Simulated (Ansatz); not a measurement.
The relaxed structure here is a generated cell of Ru: the first start was made by placing the elements on the sites of a structure type, and the end was not matched to a known phase here, so it may be hypothetical. Known forms of Ru include space group No. 194.

A relaxed cell of Ru (I4/mmm (No. 139)), relaxed on a k-mesh at least as fine as the one used below. All values below come from PBE (plane waves to 420 eV, PAW, scalar-relativistic; Ansatz, a quantum-chemistry and plane-wave program). Γ-centred k-mesh 15×15×15 on the run's cell (coarser than for final values), Fermi–Dirac smearing 0.05 eV.

```
CELL_PARAMETERS angstrom
     -3.22778     3.22778     2.73652
      0.00000     0.00000     2.73652
      1.61389     1.61389    -1.36826
ATOMIC_POSITIONS crystal
  Ru 0.00000 0.50000 0.00000
  Ru 0.50000 0.50000 0.00000
```

The atoms are displaced along an unstable phonon of this cell by (Å):

```tsv
atom	ux	uy	uz
Ru1	-0.106	-0.106	0.000
Ru2	0.106	0.106	0.000
```

What forces (eV/Å) and pressure result?


| atom | Fx | Fy | Fz |
|---|---|---|---|
| Ru1 | -1.35 | -1.35 | 0.00 |
| Ru2 | 1.35 | 1.35 | 0.00 |

Pressure -3.8 GPa.

Estimate the energy cost of the displacement in the harmonic approximation and compare with the calculation.

For a harmonic well ΔE = −½ Σ F·u = -0.285 eV a cell, or -143 meV/atom. The calculated energy relative to the undisplaced cell is -0.21 eV/atom, so anharmonic terms matter at this amplitude.

The undisplaced cell is probably no minimum: from this displacement the run went on to P6₃/mmc (No. 194), 0.55 eV/atom below it.

No spin polarisation in the result. A magnetic state may lie lower.
